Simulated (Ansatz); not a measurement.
C:
```yaml
crystal:
  lattice:
    - [0.00000, 4.79434, 4.79434]
    - [4.79434, 0.00000, 4.79434]
    - [4.79434, 4.79434, 0.00000]
  atoms:
    - { symbol: C, position: [0.00000, 0.00000, 0.00000] }
    - { symbol: C, position: [0.25000, 0.25000, 0.25000] }
    - { symbol: C, position: [0.08892, 0.08892, 0.08892] }
    - { symbol: C, position: [0.16108, 0.16108, 0.16108] }
    - { symbol: C, position: [0.73324, 0.08892, 0.08892] }
    - { symbol: C, position: [0.51676, 0.16108, 0.16108] }
    - { symbol: C, position: [0.08892, 0.73324, 0.08892] }
    - { symbol: C, position: [0.16108, 0.51676, 0.16108] }
    - { symbol: C, position: [0.08892, 0.08892, 0.73324] }
    - { symbol: C, position: [0.16108, 0.16108, 0.51676] }
```

Relaxed with r²SCAN. 

Question: HSE06 on this cell (Ansatz, a program for electronic structure, PAW) gives a gap of 6.13 eV. What does r²SCAN give?

Answer: 5.12 eV.

Cost on shared cores: the r²SCAN run (SCF on a 5×5×5 mesh, then bands and DOS) around 2.5 core-minutes (rough), the HSE06 run (SCF on 3×3×3, then a few points) around 2.5 core-minutes (rough); the tasks are unlike.

Space group Fd-3m. The start of the workflow was typed in or built on a structure type. Its sites differ from those of the usual phase in this space group: another stacking or structure type. Symmetry was held in the r²SCAN relaxation; whether a distortion lowers the energy is not shown.

Potentials: the later of the program's two PAW sets.

Ansatz is a plane-wave DFT program.
